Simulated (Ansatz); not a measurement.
MgS:
```yaml
crystal:
  lattice:
    - [0.00000, 2.82588, 2.82588]
    - [2.82588, 0.00000, 2.82588]
    - [2.82588, 2.82588, 0.00000]
  atoms:
    - { symbol: S, position: [0.75000, 0.75000, 0.75000] }
    - { symbol: Mg, position: [0.00000, 0.00000, 0.00000] }
```

Relaxed with PBEsol. Special points in fractions of this cell's reciprocal vectors: Γ (0.000, 0.000, 0.000); X (0.500, 0.000, 0.500); U (0.625, 0.250, 0.625); K (0.375, 0.375, 0.750); L (0.500, 0.500, 0.500); W (0.500, 0.250, 0.750).

### Question
List the band energies nearest the valence-band maximum at these points for PBEsol in the plane-wave PAW code Ansatz.

### Answer
In eV from the valence-band maximum; about four levels below and three above (degenerate sets whole), none deeper than 8.9 eV; points with the same levels are listed once.

```tsv
k	below	above
Γ	0.00 0.00 0.00	3.32 7.85 7.85 7.85
X	-2.87 -1.05 -1.05	3.70 5.54 11.07
U	-2.53 -1.92 -0.83	4.67 6.88 9.49
L	-3.20 -0.33 -0.33	5.01 7.52 7.52
W	-2.33 -1.88 -1.36	5.38 7.89 8.05
```

Space group F-43m (zinc blende). The cell is a constructed one: a structure type filled with these elements; the Crystallography Open Database copy checked does not list it. COD files the formula under space group No. 225, so this cell is another polymorph or a model. Whether it is the stable phase at ambient conditions was not checked. Symmetry was held in the PBEsol relaxation; phonons on a q-mesh show no instability.

Potentials: the later of the program's two PAW sets.
